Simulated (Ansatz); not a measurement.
Ansatz (a program for electronic structure) input:

Ansatz 0.2 input:
```yaml
crystal:
  lattice:
    - [4.0786116734, 0.0, 0.0]
    - [-2.0393058367, 3.5321813213, 0.0]
    - [0.0, 0.0, 5.5949651327]
  atoms:
    - { symbol: Bi, position: [0.3333333333, 0.6666666667, 0.25] }
    - { symbol: Bi, position: [0.6666666667, 0.3333333333, 0.75] }
    - { symbol: Rh, position: [0.0, 0.0, 0.5] }
    - { symbol: Rh, position: [0.0, 0.0, 0.0] }
kpoints:
  mp_grid: { grid: [12, 12, 8] }
hamiltonian:
  xc: lda
  pseudopotentials: { kind: paw }
scf:
  occupations: { method: fermi_dirac, width: 0.1 }
phonons:
  method: dfpt
  response_accuracy: low
  eigenvectors: true
  rigid_motions: translations
```

Output (shortened):

```
zone centre: on kpoints.mp_grid the ground state, and the responses unless they are solved on pairs of k-points, stand on 320 of the mesh's 1152 k-points, …
Pseudopotentials: kind: paw
Pseudopotential: Bi, paw, valence charge 15
Pseudopotential: Rh, paw, valence charge 17
Functional definition: SPW92
Crystal: 4 atoms, lattice volume = 80.603 Å³
Basis set: ecut = 420 eV, 1579 PW (Γ), exchange–correlation on 60×60×80 points (8 copies of the dense FFT grid, shifted against one another)
Bands: 39, of which v1, the nominal top of the filled ones, is band 32 counted from 1 (31 counted from 0)
Symmetry: 24 space group operations
k-points: 320 of 1152 (irreducible under 2 space group operations, time reversal used)
PAW frozen core: Bi, regenerated for the run's functional, and the local potential with it
PAW frozen core: Rh, regenerated for the run's functional, and the local potential with it
Initial wavefunctions: pseudopotential atomic-orbital guess
Eigensolver: davidson
Functional: x = slater, c = lda
SCF iter   1: F=—  HF=-36729.748610 eV  |F-HF|=—  |Δ(HF+E_count)|=         —  Δρ=8.25e-3  dr2=5.17e-2  ethr=1.77e-3  ⟨swp⟩=6.2  Hψ=49008  notcnv=0  defer=29
all-band conjugate gradients solve this SCF's bands
preconditioner: auto → Kerker (q_TF=auto, 2.625 Å⁻¹)
SCF iter   2: F=—  HF=-36729.741795 eV  |F-HF|=—  |Δ(HF+E_count)|=   6.82e-3  Δρ=4.11e-3  dr2=1.30e-2  ethr=8.08e-5  ⟨swp⟩=1.1  Hψ=15056  notcnv=0  defer=40
SCF iter   3: F=—  HF=-36729.739345 eV  |F-HF|=—  |Δ(HF+E_count)|=   2.45e-3  Δρ=5.63e-4  dr2=3.05e-4  ethr=2.03e-5  ⟨swp⟩=2.1  Hψ=14550  notcnv=0  defer=40
SCF iter   4: F=—  HF=-36729.739295 eV  |F-HF|=—  |Δ(HF+E_count)|=   5.01e-5  Δρ=1.34e-4  dr2=2.58e-5  ethr=4.77e-7  ⟨swp⟩=2.2  Hψ=17819  notcnv=0  defer=40
SCF iter   5: F=—  HF=-36729.739301 eV  |F-HF|=—  |Δ(HF+E_count)|=   6.16e-6  Δρ=3.27e-5  dr2=7.38e-7  ethr=4.03e-8  ⟨swp⟩=2.6  Hψ=20915  notcnv=0  defer=40
SCF iter   6: F=—  HF=-36729.739297 eV  |F-HF|=—  |Δ(HF+E_count)|=   4.52e-6  Δρ=7.40e-6  dr2=2.71e-8  ethr=1.15e-9  ⟨swp⟩=2.8  Hψ=21636  notcnv=0  defer=40
SCF iter   7: F=—  HF=-36729.739297 eV  |F-HF|=—  |Δ(HF+E_count)|=   6.01e-9  Δρ=1.68e-6  dr2=3.62e-9  ethr=4.23e-11  ⟨swp⟩=2.1  Hψ=15063  notcnv=0  defer=40
SCF iter   8: F=—  HF=-36729.739297 eV  |F-HF|=—  |Δ(HF+E_count)|=  6.98e-10  Δρ=7.18e-7  dr2=3.66e-10  ethr=5.65e-12  ⟨swp⟩=2.0  Hψ=16746  notcnv=0  defer=40
SCF iter  10: F=-36729.739297 eV  HF=-36729.739297 eV  |F-HF|=1.46e-11  |Δ(HF+E_count)|=  1.46e-11  Δρ=4.91e-8  dr2=1.14e-12  ethr=1.00e-12  ⟨swp⟩=8.2  Hψ=61331  notcnv=0
the search or the solves at the SCF's close seem to have found levels that the self-consistency loop had missed (the run counts 2) …
SCF 1 converged in 10 iterations: F = -36729.739297 eV  dr2 = 1.14e-12
DFPT response loops at Γ: preconditioner auto → Kerker (q_TF=auto, 2.625 Å⁻¹) (partly filled bands, converged f_vac=0.006) …
SCF converged after 10 iterations
Free energy (F): -36729.739297 eV
Harris-Foulkes:  -36729.739297 eV  (|F-HF|=1.46e-11)
Internal energy: -36729.663991 eV  (E = F + TS)
E sigma→0 (E₀):  -36729.701644 eV
Entropy (-TS):   -0.075305 eV (-18.826 meV/atom)
Fermi energy:    16.498283 eV
--- Per-component energies (eV) ---
  E_band       = -374.756955
  E_kinetic    = 1767.093069
  E_local      = -6701.578295  (includes V_loc(G=0)·N_el)
  E_nonlocal   = 1857.620140
  E_hartree    = 2344.114236
  E_xc         = -743.252452
  E_vxc        = -847.463723  (∫ρ·V_xc dr)
  E_paw        = -27642.180426  (= ΣΔE_a)
  E_vpaw       = -1138.657096  (= ΣTr[D̂ρ^β])
  E_aug_tail   = 0.000483  (compensation charges beyond the density's cutoff)
  E_ewald      = -7612.715942
  E_core_change = 1.235195  (= ΣΔE_core)
  E_smearing   = -0.075305  (= −TS)
  E_closure    = 0.000000  (closes the sum)
  Σ components = -36729.739297   (vs F -36729.739297, Δ=0.00e0)
  [band-id]    e_kinetic+e_local+e_nonlocal+2·e_hartree+e_vxc+e_vpaw+e_augmentation_tail = -374.756950   (vs E_band -374.756955, Δ=5.11e-6)
--- Band table (eV; the first three rows and the last of 320) ---
  k-point 0: bands = ["-61.4252", "-61.4013", "-29.6319", "-29.4246", "-29.4246", "-29.3960", "-29.3960", "-29.3542", "-6.3386", "-6.3386", "-6.2710", "-6.2687", "-6.2687", "-6.2572", "-6.2464", "-6.2464", "-6.2213", "-6.2213", "3.1234", "6.1376", "10.5556", "11.9355", "11.9355", "12.5527", "13.6836", "13.6836", "14.4260", "14.4260", "15.4928", "15.4928", "17.8049", "17.8049", "17.9522", "19.8640", "19.8696", "21.1114", "21.1114", "21.7249", "23.3312"]
  k-point 1: bands = ["-61.4243", "-61.4022", "-29.6215", "-29.4236", "-29.4236", "-29.3971", "-29.3971", "-29.3649", "-6.3350", "-6.3350", "-6.2703", "-6.2695", "-6.2695", "-6.2575", "-6.2464", "-6.2464", "-6.2242", "-6.2242", "3.1957", "5.9151", "10.8624", "12.0029", "12.0029", "12.6387", "13.7313", "13.7313", "14.2881", "14.2881", "15.3374", "15.3374", "17.6244", "18.0616", "18.0616", "19.1412", "20.1516", "21.0444", "21.0444", "22.3578", "23.3850"]
  k-point 2: bands = ["-61.4217", "-61.4048", "-29.5918", "-29.4205", "-29.4205", "-29.4002", "-29.4002", "-29.3954", "-6.3250", "-6.3250", "-6.2727", "-6.2727", "-6.2685", "-6.2586", "-6.2463", "-6.2463", "-6.2315", "-6.2315", "3.4104", "5.3955", "11.6117", "12.2019", "12.2019", "12.8691", "13.8707", "13.8707", "13.9170", "13.9170", "15.0238", "15.0238", "16.9632", "17.9439", "18.6455", "18.6455", "20.7497", "20.8360", "20.8360", "23.2273", "23.5407"]
  k-point 319: bands = ["-61.4131", "-61.4131", "-29.4936", "-29.4936", "-29.4143", "-29.4143", "-29.4122", "-29.4122", "-6.3124", "-6.3124", "-6.2860", "-6.2860", "-6.2471", "-6.2471", "-6.2322", "-6.2322", "-6.2157", "-6.2157", "5.1792", "5.1792", "11.2541", "11.2541", "12.6116", "12.6116", "13.4069", "13.4069", "14.2807", "14.2807", "14.7566", "14.7566", "15.3977", "15.3977", "16.3396", "16.3396", "20.7145", "20.7145", "23.4910", "23.4910", "24.2844"]
  band table: 39 of 39 bands, residual norms ≤ 1.0e-3 eV
--- Phonons (Γ-DFPT): 4 representative perturbations + reference, on 320 of 1152 k-points (Σ response iterations 12) ---
  k mesh reduced under 2 symmetry operations, with k and −k counted as one. Each operation leaves every solved perturbation unchanged …
  ASR residual: 1.267e-3 → 0.000e0 eV/Å²; symmetrization residual: 2.859e-4 eV/Å²
  ASR residual per site (eV/Å²): 3.59e-4 3.59e-4 1.27e-3 1.27e-3
  Γ frequencies (cm⁻¹): 0.00 0.00 0.00 107.78 107.78 111.42 111.42 125.57 128.56 167.96 167.96 211.30
  non-analytic LO–TO correction: not included (Born effective charges unavailable; polar crystals: no LO–TO splitting at Γ)
```

Cost: about 8 core-minutes (a rough figure) on shared cores.

Space group P6_3/mmc (NiAs type). The first step of the workflow began from a Materials Project structure, measured or hypothetical; the Crystallography Open Database files this formula in space group No. 194, but the cells were not matched. Its standing as an ambient phase is unchecked. The cell was relaxed with LDA under the symmetry of its start; its stability against distortions is not shown here. No spin polarisation was allowed. As this level gives no gap, phonon frequencies hold no LO–TO term and depend on the k-mesh and smearing (Fermi–Dirac, 0.1 eV here). Axis ratios of metals converge slowly with the k-mesh, so a and c are less sure than the volume. Spin–orbit coupling is left out wherever it is not named.

Potentials: the later of the program's two PAW sets.

Ansatz is a plane-wave DFT program.
